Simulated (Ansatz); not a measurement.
PIr$_{2}$:
```cif
data_Ir8P4
_chemical_formula_sum 'P4 Ir8'
_space_group_name_H-M_alt 'Fm-3m'
_space_group_IT_number 225
_space_group_name_Hall '-F 4 2 3'
_cell_length_a 5.54804
_cell_length_b 5.54804
_cell_length_c 5.54804
_cell_angle_alpha 90.000
_cell_angle_beta 90.000
_cell_angle_gamma 90.000
loop_
_atom_site_label
_atom_site_type_symbol
_atom_site_symmetry_multiplicity
_atom_site_Wyckoff_symbol
_atom_site_fract_x
_atom_site_fract_y
_atom_site_fract_z
_atom_site_occupancy
P1 P 4 a 0.00000 0.00000 0.00000 1
Ir1 Ir 8 c 0.25000 0.25000 0.25000 1
```
(The calculation used a cell of 3 atoms; values per cell refer to that cell.)

Relaxed with r²SCAN.

### Question
Which orbitals make up the states near the Fermi level in the program Ansatz at the r²SCAN level (PAW)?

### Answer
Within 0.5 eV of the Fermi level: Ir 5d 76 %, P 3p 10 %, outside the projected shells 7 %. Projections are on Löwdin-orthogonalised atomic valence shells; empty p or d shells of many metals are not among them.

### Question
Tabulate the density of states.

### Answer
States/eV per cell of 3 atoms, in 0.25 eV bins, energy from the Fermi level.

| E (eV) | total | Ir 5d | P 3p | Ir 6s |
|---|---|---|---|---|
| -7.85 | 1.10 | 0.35 | 0.52 | 0.20 |
| -7.60 | 1.03 | 0.52 | 0.42 | 0.09 |
| -7.35 | 1.80 | 0.85 | 0.77 | 0.16 |
| -7.10 | 2.83 | 1.33 | 1.25 | 0.21 |
| -6.85 | 3.11 | 1.47 | 1.41 | 0.18 |
| -6.60 | 2.12 | 1.05 | 0.96 | 0.08 |
| -6.35 | 1.67 | 0.84 | 0.76 | 0.05 |
| -6.10 | 1.61 | 0.90 | 0.66 | 0.03 |
| -5.85 | 1.78 | 1.23 | 0.50 | 0.01 |
| -5.60 | 1.24 | 1.02 | 0.19 | 0.00 |
| -5.35 | 1.24 | 1.17 | 0.04 | 0.00 |
| -5.10 | 2.07 | 1.94 | 0.06 | 0.02 |
| -4.85 | 3.92 | 3.50 | 0.17 | 0.05 |
| -4.60 | 4.12 | 3.54 | 0.27 | 0.05 |
| -4.35 | 2.71 | 2.32 | 0.23 | 0.04 |
| -4.10 | 3.00 | 2.40 | 0.42 | 0.06 |
| -3.85 | 1.76 | 1.51 | 0.14 | 0.05 |
| -3.60 | 0.93 | 0.82 | 0.03 | 0.05 |
| -3.35 | 1.58 | 1.44 | 0.04 | 0.05 |
| -3.10 | 2.31 | 2.11 | 0.07 | 0.05 |
| -2.85 | 3.35 | 3.08 | 0.09 | 0.07 |
| -2.60 | 4.89 | 4.44 | 0.13 | 0.17 |
| -2.35 | 3.90 | 3.55 | 0.11 | 0.12 |
| -2.10 | 3.55 | 3.26 | 0.08 | 0.09 |
| -1.85 | 2.49 | 2.25 | 0.06 | 0.09 |
| -1.60 | 2.54 | 2.30 | 0.06 | 0.10 |
| -1.35 | 3.38 | 2.93 | 0.09 | 0.13 |
| -1.10 | 3.62 | 3.03 | 0.15 | 0.13 |
| -0.85 | 2.73 | 2.30 | 0.16 | 0.09 |
| -0.60 | 2.08 | 1.76 | 0.13 | 0.07 |
| -0.35 | 1.60 | 1.32 | 0.11 | 0.06 |
| -0.10 | 0.87 | 0.61 | 0.11 | 0.05 |
| 0.15 | 0.69 | 0.47 | 0.10 | 0.04 |
| 0.40 | 0.60 | 0.40 | 0.09 | 0.03 |
| 0.65 | 0.52 | 0.34 | 0.08 | 0.03 |
| 0.90 | 0.48 | 0.29 | 0.07 | 0.04 |
| 1.15 | 0.44 | 0.26 | 0.06 | 0.04 |
| 1.40 | 0.46 | 0.24 | 0.05 | 0.06 |
| 1.65 | 0.99 | 0.62 | 0.12 | 0.08 |
| 1.90 | 3.03 | 2.06 | 0.57 | 0.16 |
| 2.15 | 2.52 | 1.66 | 0.55 | 0.13 |
| 2.40 | 2.21 | 1.23 | 0.52 | 0.19 |
| 2.65 | 2.03 | 1.02 | 0.49 | 0.22 |
| 2.90 | 1.49 | 0.70 | 0.40 | 0.15 |
| 3.15 | 1.16 | 0.51 | 0.36 | 0.10 |
| 3.40 | 0.99 | 0.41 | 0.33 | 0.08 |
| 3.65 | 0.90 | 0.34 | 0.34 | 0.08 |
| 3.90 | 1.03 | 0.33 | 0.44 | 0.09 |
| 4.15 | 1.15 | 0.35 | 0.52 | 0.11 |
| 4.40 | 1.12 | 0.33 | 0.49 | 0.13 |
| 4.65 | 0.73 | 0.15 | 0.22 | 0.19 |

The workflow started from a Materials Project entry (that database holds measured and hypothetical structures alike); the Crystallography Open Database files this formula in space group No. 225, but the cells were not matched. Its standing as an ambient phase is unchecked. The cell was relaxed with r²SCAN under the symmetry of its start; its stability against distortions is not shown here. The run is not spin-polarised. Spin–orbit coupling is left out wherever it is not named.

Potentials: the later of the program's two PAW sets.
